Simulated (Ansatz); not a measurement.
The start is a relaxed SnO cell, doubled along one cell vector, shaken by Gaussian noise of σ = 0.08 Å a coordinate. A full variable-cell relaxation at zero pressure is run with PBE (plane waves to 420 eV, PAW, scalar-relativistic; Ansatz, a quantum-chemistry and plane-wave program). First-step values are on the input's coarse k-mesh.

Ansatz input (later rounds restart from its end on a renewed k-mesh):
Ansatz 0.2 input:
```yaml
crystal:
  lattice:
    - [6.941359714, 0, 0]
    - [-1.7353399285, 3.0056969246, 0]
    - [0, 0, 6.435131555]
  atoms:
    - { symbol: Sn, position: [-0.0112040072, -0.0341728024, 0.0142847136] }
    - { symbol: Sn, position: [0.4984080321, 0.0072323942, -0.0036091083] }
    - { symbol: Sn, position: [-0.0111197656, -0.0135614938, 0.5087560764] }
    - { symbol: Sn, position: [0.5152590717, -0.0163883048, 0.5113935844] }
    - { symbol: O, position: [0.1688019415, 0.6519828373, 0.2576826248] }
    - { symbol: O, position: [0.6583234195, 0.6519269504, 0.2350860177] }
    - { symbol: O, position: [0.3260524802, 0.3220862546, 0.7409574654] }
    - { symbol: O, position: [0.8238017858, 0.288443971, 0.7571672333] }
basis: { ecutwfc: 420, ecutrho_ratio: 4, xc_grid: 2, fft_grid_basis: typed }
kpoints: { mp_grid: { grid: [4, 8, 4] } }
hamiltonian:
  xc: pbe
  dispersion: none
  pseudopotentials: { azcp: { folder: ./paw }, kind: paw }
scf: { occupations: { method: fermi_dirac, width: 0.05 } }
relax: { f_tol: 0.01, max_steps: 100, cell: { stress_tol: 0.02 } }
output: { forces: true, stress: true }
```

**Question.** How much energy is released per atom?

**Answer.** 0.45 eV/atom.

**Question.** How does the volume per atom move from start to end?

**Answer.** +13.6 %, from 16.78 to 19.07 Å³/atom.

**Question.** Does it find its way back to the structure it was made from?

**Answer.** It does not go back: it reaches P2₁/m (No. 11), 0.45 eV/atom below the parent.

**Question.** Is the relaxed structure metallic? Give its gap.

**Answer.** 1.25 eV, indirect (valence top at Γ, conduction bottom at 12 % of the way from C2 to Y2) (no spin-orbit coupling).

**Question.** Write out the relaxed structure.

**Answer.** 
Space group P2₁/m (No. 11); a = 6.6933 Å, b = 3.4764 Å, c = 7.1515 Å, α = 90.00°, β = 113.57°, γ = 90.00°

```json
[
 {"atom": "Sn", "site": "2e", "symmetry": "m", "x": "0.2155", "y": "0.2500", "z": "0.4833"},
 {"atom": "Sn", "site": "2e", "symmetry": "m", "x": "0.7284", "y": "0.7500", "z": "0.0066"},
 {"atom": "O", "site": "2e", "symmetry": "m", "x": "0.6391", "y": "0.2500", "z": "0.1396"},
 {"atom": "O", "site": "2e", "symmetry": "m", "x": "0.0008", "y": "0.7500", "z": "0.3485"}
]
```

Final values are on a 6×10×5 k-mesh of the relaxed cell. No spin polarisation in the result.

The relaxed structure here is a generated cell of SnO: the first start was made by placing the elements on the sites of a structure type, and the end was not matched to a known phase here, so it may be hypothetical. Known forms of SnO include space group No. 129.
